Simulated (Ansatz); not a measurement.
**One input, then a changed one: Cl (sc type)**

First run: DFT, LDA, PAW with Ansatz's default frozen-core files, scalar-relativistic (Ansatz 0.2.0).

Command: `ansatz run input.yaml --threads 1 --pin off --max-ram 2048MiB --backend cpu --events-out ev --progress --plain --runs-dir out` It took 1.5 s on 1 thread of Arm Neoverse V1, on a shared host, peak memory 0.24 GiB.

```yaml
crystal:
  lattice:
    - [2.0725568879, 0.0, 0.0]
    - [0.0, 2.0725568879, 0.0]
    - [0.0, 0.0, 2.0725568879]
  atoms:
    - { symbol: Cl, position: [0.0, 0.0, 0.0] }
kpoints:
  mp_grid: { grid: [15, 15, 15] }
  band_path:
    path:
      - [0.0, 0.0, 0.0]
      - [0.0, 0.5, 0.0]
      - [0.5, 0.5, 0.0]
      - [0.0, 0.0, 0.0]
      - [0.5, 0.5, 0.5]
      - [0.0, 0.5, 0.0]
      - [0.5, 0.5, 0.5]
      - [0.5, 0.5, 0.0]
    npoints: 8
scf:
  occupations: { method: fermi_dirac, width: 0.08 }
hamiltonian:
  xc: lda
  pseudopotentials: { kind: paw }
output:
  forces: true
  stress: true
  eigenvalues: true
  populations: true
  dos: { projected: true, de: 0.2, e_range: [-14, 8] }
```

The cell comes from a relaxation on PAW files under the same functional, begun from a prototype that needn't be the stable phase.

This run: volume at 0.43 of the series' base cell.

It converges in 6 SCF iterations at a pressure of 223.8 GPa, cutoff 420 eV.

The input is then changed:

```diff
   pseudopotentials: { kind: paw }
+  dispersion: d3bj
 output:
   populations: true
-  dos: { projected: true, de: 0.2, e_range: [-14, 8] }
```

Problem. What does the second run give?

Solution. It converges in 6 SCF iterations at a pressure of 214.2 GPa, cutoff 420 eV.
